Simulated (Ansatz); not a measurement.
Al (fcc, Cu type)

```
CELL_PARAMETERS angstrom
      0.00000     1.99599     1.99599
      1.99599     0.00000     1.99599
      1.99599     1.99599     0.00000
ATOMIC_POSITIONS crystal
  Al 0.00000 0.00000 0.00000
```

Grid over V/V₀ and (c/a)/(c/a)₀, subscript 0 meaning the relaxed cell; the conventional c axis lies along z; no internal relaxation.

Computed with r2SCAN (plane waves to 500 eV, PAW, scalar-relativistic; Ansatz, a first-principles code). k mesh 20×20×20 (Γ-centred), Fermi-Dirac smearing 0.05 eV. Compression counts positive. With partly filled bands, the response to shear is sensitive to the k mesh, so small differences along c/a are uncertain. Al was relaxed with its symmetry unable to fall.

At one point of the scan the stress tensor (GPa) is:

```
   -4.2      0.0      0.0
    0.0     -4.2      0.0
    0.0      0.0      0.2
```

### Question
Which point is it?
A. V/V₀ = 1.040, (c/a)/(c/a)₀ = 1.000
B. V/V₀ = 1.040, (c/a)/(c/a)₀ = 0.920
C. V/V₀ = 1.013, (c/a)/(c/a)₀ = 0.880
D. V/V₀ = 1.040, (c/a)/(c/a)₀ = 1.040

### Answer
B, V/V₀ = 1.040, (c/a)/(c/a)₀ = 0.920

(A scan under strain: stresses follow from slopes of the energy per volume, elastic moduli from its curvatures.)
